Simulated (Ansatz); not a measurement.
Zn5InGaO8 in space group R3m (No. 160; Pearson symbol hR15), DFT-r²SCAN in the program Ansatz with PAW potentials. The conduction-band minimum lies at Γ, with 1 equivalent valley. Second derivatives d²E/dk² of the lowest band at one valley (eV·Å²), along Cartesian directions:

```csv
direction,d²E/dk²
[100],35.77
[010],35.77
[001],36.82
[110],35.77
[101],36.29
[011],36.29
```

Q: Find the principal effective masses, the density-of-states mass and the conductivity mass.

A: Off-diagonal terms follow from H_xy = H[110] − (H_xx + H_yy)/2, and m*/mₑ = 7.620 eV·Å² over each eigenvalue: 0.21, 0.21, 0.21. One valley's DOS mass (m₁m₂m₃)^(1/3) = 0.21, conductivity mass 3/(Σ 1/mᵢ) = 0.21 mₑ.

Q: What effective density of states Nc follows at 300 K for parabolic valleys?

A: Nc = 2.509e19 × 1 × (0.21)^(3/2) ≈ 2.4e18 cm⁻³.

The start of the workflow was typed in or built on a structure type; neither database checked (COD, Materials Project) lists it. Whether it is the stable phase at ambient conditions was not checked. The cell was relaxed with r²SCAN under the symmetry of its start; its stability against distortions is not shown here. Spin–orbit coupling is left out wherever it is not named.

Potentials: the earlier of the program's two PAW sets.

Edges and masses are those of Kohn–Sham bands, whose gap is no quasiparticle gap.
